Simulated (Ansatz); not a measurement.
Structure: ZnS (P6_3mc) from a database of computed structures, at its r2SCAN minimum. The symmetry is P6_3mc (No. 186, hexagonal); a = 3.808 Å, c = 18.688 Å in the conventional setting, 19.56 Å³ an atom. Around Zn lie 4 S at 2.33 Å; around Zn lie 4 S at 2.33–2.34 Å; around S lie 4 Zn at 2.33 Å; around S lie 4 Zn at 2.33–2.34 Å.

```
Zn S
1.0
     3.80843    0.00000    0.00000
    -1.90422    3.29820    0.00000
     0.00000    0.00000   18.68801
Zn S
6 6
Direct
  0.33333 0.66667 0.83327
  0.66667 0.33333 0.33327
  0.66667 0.33333 0.66681
  0.33333 0.66667 0.16681
  0.00000 0.00000 0.50003
  0.00000 0.00000 0.00003
  0.33333 0.66667 0.95813
  0.66667 0.33333 0.45813
  0.66667 0.33333 0.79165
  0.33333 0.66667 0.29165
  0.00000 0.00000 0.62511
  0.00000 0.00000 0.12511
```

The questions ask for values computed with Ansatz 0.2.0 on this geometry. The values are computed, spin-unpolarised, and not measurements.

Given (12×12×2 mesh): The r2SCAN gap is direct at Γ: 2.73 eV.

**Question.** What does PBE give for the gap (12×12×2 mesh)?

**Answer.** The PBE gap is direct at Γ: 2.17 eV. The gap differs by -0.56 eV from r2SCAN's.

**Question.** Estimate the gap with HSE06 on 6×6×2.

**Answer.** With HSE06 the gap is 3.40 eV and direct, at Γ. The gap differs by +0.67 eV from r2SCAN's.

**Question.** How does the gap change from r2SCAN to PBE0 (6×6×2)?

**Answer.** With PBE0 the gap is 4.06 eV and direct, at Γ. The gap differs by +1.33 eV from r2SCAN's.

**Question.** What do these levels agree on?

**Answer.** r2SCAN covers 46 % of the step from PBE to HSE06. All these functionals give a gap of the same kind, direct.

The meshes of the hybrids are coarse, so their gaps aren't converged to the digits shown.
